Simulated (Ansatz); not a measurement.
## Data sheet: CsHgBr₃ (DFT)

CsHgBr3:
```cif
data_Br3CsHg
_chemical_formula_sum 'Cs1 Hg1 Br3'
_space_group_name_H-M_alt 'P 1'
_space_group_IT_number 1
_cell_length_a 5.60058
_cell_length_b 5.60058
_cell_length_c 5.60058
_cell_angle_alpha 90.000
_cell_angle_beta 90.000
_cell_angle_gamma 90.000
loop_
_space_group_symop_operation_xyz
  'x, y, z'
loop_
_atom_site_label
_atom_site_type_symbol
_atom_site_fract_x
_atom_site_fract_y
_atom_site_fract_z
_atom_site_occupancy
Cs1 Cs 0.00000 0.00000 0.00000 1
Hg1 Hg 0.50000 0.50000 0.50000 1
Br1 Br 0.00000 0.50000 0.50000 1
Br2 Br 0.50000 0.00000 0.50000 1
Br3 Br 0.50000 0.50000 0.00000 1
```

Space group Pm-3m (No. 221), cubic perovskite; conventional cell a = 5.6006 Å, b = 5.6006 Å, c = 5.6006 Å, α = 90.00°, β = 90.00°, γ = 90.00°.

Method: r²SCAN (plane waves, PAW; program Ansatz). Geometry: relaxed at this level of theory. Other levels are named where they apply.

### Cell and energy

* **Volume per atom**: 35.13 Å³
* **Density**: 5.42 g/cm³
* **Formation energy from the elements (no fitted shifts)**: -1.17 eV/atom

### Electronic structure

- Electronic character: metallic (no gap)
- Density of states at the Fermi level: 0.15 states/eV per atom (mean over ±0.08 eV)
- Gap with spin–orbit coupling: none (metallic)

### Mechanics

* **Bulk modulus (Birch–Murnaghan fit)**: 27.9 GPa
* **Pressure derivative B′**: 5.1

### Charges

Bader charges: Cs +0.88, Hg +0.76, Br -0.54 e

The workflow started from an entry of the Crystallography Open Database (COD), which files this formula under 2 space groups. Its standing as an ambient phase is unchecked. Symmetry was held in the r²SCAN relaxation; its stability against distortions is not shown here. The references are the lowest solids computed at this level, not always the standard phases. Scalar-relativistic: spin–orbit coupling is off unless named, which matters more the heavier the elements.

Potentials: the later of the program's two PAW sets.
